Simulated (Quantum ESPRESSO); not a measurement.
## PSi7 (a curve over strain)

Computed values, not a measurement. The program is pw.x of Quantum ESPRESSO 7.5 (plane-wave density functional theory). The cell is made up: 8 atoms on a zincblende/diamond lattice, with randomly drawn elements, strain and displacements, not relaxed. PseudoDojo standard norm-conserving files (v0.5 for PBE, v0.4.1 for LDA and PBEsol) set the functional; there is no spin polarisation, spin-orbit coupling or dispersion term, and the masses in the input are unused placeholders. A spin-polarised start on this cell or one of its family kept no moment.

Seven runs add a strain to one cell (shear xy, as the tensor component); the atoms follow the cell and are not relaxed. Stress in the table is positive in tension.

Input of the run at +0.0014:

```
&control calculation='scf', pseudo_dir='./dojo.nc.sr.pbe.v0_5.standard.upf', outdir='./o', disk_io='low', tprnfor=.true., tstress=.true. /
&system ibrav=0, nat=8, ntyp=2, nbnd=27, ecutwfc=44.02568797, nosym=.true., tot_charge=0,
 occupations='smearing', smearing='fd', degauss=0.0073498644
/
&electrons conv_thr=7.350e-09, electron_maxstep=60, /
ATOMIC_SPECIES
P 1.0 P.upf
Si 1.0 Si.upf
CELL_PARAMETERS angstrom
5.6243 0.0515 0.0849
0.0515 5.6425 -0.0177
0.0849 -0.0176 5.6055
ATOMIC_POSITIONS angstrom
P -0.0057 0.0019 -0.0025
Si 0.0584 2.7906 2.7907
Si 2.8723 0.0237 2.8336
Si 2.8346 2.865 0.0108
Si 1.4284 1.3991 1.4292
Si 1.5135 4.2466 4.1656
Si 4.3354 1.4525 4.3269
Si 4.2287 4.2881 1.4617
K_POINTS automatic
6 6 6 1 1 1
```

| added strain | free energy less that of the input shown (eV) | stress xx (GPa) | stress yy (GPa) | stress zz (GPa) | stress xy (GPa) | pressure (GPa) | iterations |
| --- | --- | --- | --- | --- | --- | --- | --- |
| -0.0230 | -0.0176 | 6.78 | 7.08 | 6.76 | -1.10 | -6.87 | 10 |
| -0.0156 | -0.0268 | 6.84 | 7.15 | 6.74 | -0.28 | -6.91 | 10 |
| -0.0113 | -0.0262 | 6.85 | 7.17 | 6.71 | 0.20 | -6.91 | 10 |
| +0.0014 | 0.0000 | 6.78 | 7.12 | 6.61 | 1.60 | -6.84 | 9 |
| +0.0054 | 0.0158 | 6.72 | 7.06 | 6.57 | 2.04 | -6.78 | 9 |
| +0.0206 | 0.1103 | 6.37 | 6.72 | 6.35 | 3.74 | -6.48 | 10 |
| +0.0235 | 0.1345 | 6.28 | 6.63 | 6.29 | 4.08 | -6.40 | 10 |

A cubic fit gives a slope of stress xy against the added strain of 110 GPa at zero added strain, with the atoms clamped. Across the table the free energy follows the integral of the stress to within 0.2 meV. A rerun of one of the cells at 838 eV and a 8 x 8 x 8 mesh moved values by no more than 0.002 eV in energy, 0.04 GPa in stress and 0.007 eV/Å in force.